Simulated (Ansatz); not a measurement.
## Data sheet: In₂O₃ (DFT)

In2O3:
```
CELL_PARAMETERS angstrom
      5.04051     3.30454     0.00000
     -5.04051     3.30454     0.00000
     -2.54652     0.00000     5.29512
ATOMIC_POSITIONS crystal
  In 0.55952 0.23509 0.09532
  In 0.76491 0.44048 0.59532
  In 0.23509 0.55952 0.40468
  In 0.44048 0.76491 0.90468
  O  0.69291 0.11791 0.87815
  O  0.88209 0.30709 0.37815
  O  0.45950 0.45950 0.25000
  O  0.54050 0.54050 0.75000
  O  0.11791 0.69291 0.62185
  O  0.30709 0.88209 0.12185
```

Space group C2/c (No. 15); conventional cell a = 10.0810 Å, b = 6.6091 Å, c = 5.8756 Å, α = γ = 90.00°, β = 115.68°.

Method: r²SCAN in the plane-wave PAW code Ansatz. The cell and atoms are relaxed at this level. Other levels are named where they apply.

**Cell and energy**

```
Property                                                       Value
-----------------------------------------------------  -------------
Volume per atom                                             17.64 Å³
Density                                                   5.23 g/cm³
Formation energy from the elements (no fitted shifts)  -1.55 eV/atom
```

**Electronic structure**

```
Property                                                                                                                                Result
------------------------------------------------  --------------------------------------------------------------------------------------------
Band gap                                                                                                 1.74 eV (smallest direct gap 1.76 eV)
Valence-band maximum                              off the standard path, at k = (0.146, -0.146, -0.094) in fractions of the reciprocal vectors
Conduction-band minimum                                                                                                                   at Γ
Electron effective mass                                                                                 0.27, 0.30, 0.30 mₑ (principal values)
Electron effective mass with spin–orbit coupling                                                        0.27, 0.30, 0.30 mₑ (principal values)
Hole effective mass                                                                                        1.9, 2.1, 7.7 mₑ (principal values)
Hole effective mass with spin–orbit coupling                                                               1.9, 2.1, 7.7 mₑ (principal values)
HSE06 gap on the r²SCAN cell                                                                                                           2.71 eV
Gap with spin–orbit coupling                                                                                                           1.74 eV
```

**Charges**

```
Item                                  Value
-------------  ----------------------------
Bader charges  In +1.92, O -1.30 to -1.27 e
```

The start of the workflow was typed in or built on a structure type; neither database checked (COD, Materials Project) lists it. It is not the phase usual at ambient conditions (space group No. 206). The r²SCAN relaxation kept the symmetry of its start; its stability against distortions is not shown here. The references are the lowest solids computed at this level, not always the standard phases (solids in place of the gases). Scalar-relativistic: spin–orbit coupling is off unless named, which matters more the heavier the elements.

Potentials: the earlier of the program's two PAW sets. The files were generated under PBE; for other functionals the program regenerates the frozen cores, and for LDA and PBEsol the local potential too.
